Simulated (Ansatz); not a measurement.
ScPd (CsCl type)

```yaml
crystal:
  lattice:
    - [3.22988, 0.00000, 0.00000]
    - [0.00000, 3.22988, 0.00000]
    - [0.00000, 0.00000, 3.22988]
  atoms:
    - { symbol: Sc, position: [0.50000, 0.50000, 0.50000] }
    - { symbol: Pd, position: [0.00000, 0.00000, 0.00000] }
```

The slice is a {100} plane (indices of the conventional cell) through the point (0.000, 0.000, 0.000) (fractional), spanned by u = [100] and v = [010] in vectors of this cell: u (3.23 Å) and v (3.23 Å, at 90° to u). It covers one period; positions are fractions (u, v).

Method: LDA (plane waves to 420 eV, PAW, scalar-relativistic; Ansatz, a first-principles code). k mesh 14×14×14. Near the nuclei the fields are pseudised (PAW); where an atom keeps semicore shells as valence, they peak there. ScPd is run without spin polarisation. ScPd was relaxed with its symmetry unable to fall.

Question: Sketch the electron localisation function (ELF) on this plane as a map.

Answer: 
```
|xxxx@@#=::-===-::=#@@xxx|
|xxxx@%*=::-===-::=*%@xxx|
|xxx@@%+-:-==+==-:-+%@@xx|
|@@@@%*=---=+++=---=*%@@@|
|@@%%*+---=+++++=---+*%%@|
|##*+=---=+++++++=---=+*#|
|===----=+++===+++=----==|
|::::--=++==---==++=--:::|
|:::--=++==-:::-==++=--::|
|---==+++=-:...:-=+++==--|
|====+++=-:.   .:-=+++===|
|===++++=-:.   .:-=++++==|
|====+++=-:.   .:-=+++===|
|---==+++=-:...:-=+++==--|
|:::--=++==-:::-==++=--::|
|::::--=++==---==++=--:::|
|===----=+++===+++=----==|
|##*+=---=+++++++=---=+*#|
|@@%%*+---=+++++=---+*%%@|
|@@@@%*=---=+++=---=*%@@@|
|xxx@@%+-:-==+==-:-+%@@xx|
|xxxx@%*=::-===-::=*%@xxx|
|xxxx@@#=::-===-::=#@@xxx|
|xxxx@@#=::-===-::=#@@xxx|
```
Scale: ten equal steps from 0.12 (start of ' ') to 0.53 (end of '@'), in the order ' .:-=+*#%@'. Values: electron localisation function (ELF). The map has 24 points along u (one character each, u = 0 at the left) and 24 along v (v = 0 in the bottom row). Points within 0.5 Å of a nucleus are blanked (x), as the pseudised field means little there.
